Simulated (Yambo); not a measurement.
SrAgSF (space group P4/nmm, No. 129), G0W0@PBEsol in Yambo with this input:

```
rim_cut
gw0
dyson
el_el_corr
HF_and_locXC
ppa
em1d
RandQpts= 1000000
RandGvec= 1 Ry
EXXRLvcs= 84 Ry
VXCRLvcs= 336 Ry
Chimod= "HARTREE"
% BndsRnXp
 9 | 237 |
%
NGsBlkXp= 7 Ry
% LongDrXp
 1.0 | 1.0 | 1.0 |
%
PPAPntXp= 27.2114 eV
% GbndRnge
 1 | 237 |
%
GTermKind= "BG"
DysSolver= "n"
ExtendOut
```

On a 4×4×1 mesh, with wavefunctions cut at 84 Ry, the gap (Γ → Γ) is 2.205 eV and the valence edge shifts by -0.724 eV.

Question: What happens with this change: no terminator?

Answer: The gap falls by 0.062 eV, to 2.143 eV; the shift of the valence edge becomes -0.560 eV. Neither run is shown to be the converged limit.

Spin-orbit coupling is not included.

Geometry of the Materials Project entry, not relaxed at this level; primitive cell a = b = 4.1086 Å, c = 9.1301 Å, α = β = γ = 90.00°.

The structure is a Materials Project entry; no match was found in the copy of COD used, and its stability was not checked.

A shift is the quasiparticle energy of the state minus its PBEsol energy.
